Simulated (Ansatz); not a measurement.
# BaY: frozen-core PAW against all-electron methods

```yaml
crystal:
  lattice:
    - [3.85318, 0.00000, 0.00000]
    - [0.00000, 3.85318, 0.00000]
    - [0.00000, 0.00000, 5.77946]
  atoms:
    - { symbol: Ba, position: [0.00000, 0.00000, 0.00000] }
    - { symbol: Y, position: [0.50000, 0.50000, 0.50000] }
```

Atoms are numbered in the order listed.

The structure comes from a relaxation in the same program, started in the L10 type, and has space group P4/mmm. Whether it is a known phase or the ground state wasn't checked.

Spin polarisation is left out, and whether a magnetic state lies lower isn't shown here.

Spin–orbit coupling is left out, though it moves levels of the heavy atoms by tenths of an eV or more.

Levels of theory: DFT, LDA, PAW with Ansatz's default frozen-core files, scalar-relativistic (Ansatz 0.2.0); DFT, LDA, all-electron LAPW, scalar-relativistic (Ansatz 0.2.0).

For PAW: a Γ-centred 11×11×8 k mesh, Fermi–Dirac smearing of 0.03 eV, cutoff 420 eV, no spin polarisation; the PAW files were made with PBE, and the program remakes their frozen cores for this functional. LAPW targets a basis error of 0.25 meV/atom. The Ansatz runs share mesh, smearing and spin set-up. Plane-wave (PAW) pressures include the program's estimate of the Pulay term.

Stress and pressure are positive in compression.

Levels count from the Fermi level.

```csv
quantity,PAW,LAPW
pressure (GPa),-2.41,-2.41
stress xx (GPa),-2.39,-2.39
stress zz (GPa),-2.46,-2.46
highest filled level at X (eV),-0.839,-0.839
lowest empty level at X (eV),0.240,0.240
highest filled level at R (eV),-0.973,-0.973
lowest empty level at R (eV),0.749,0.750
highest filled level at Γ (eV),-0.517,-0.518
lowest empty level at Γ (eV),1.576,1.576
```
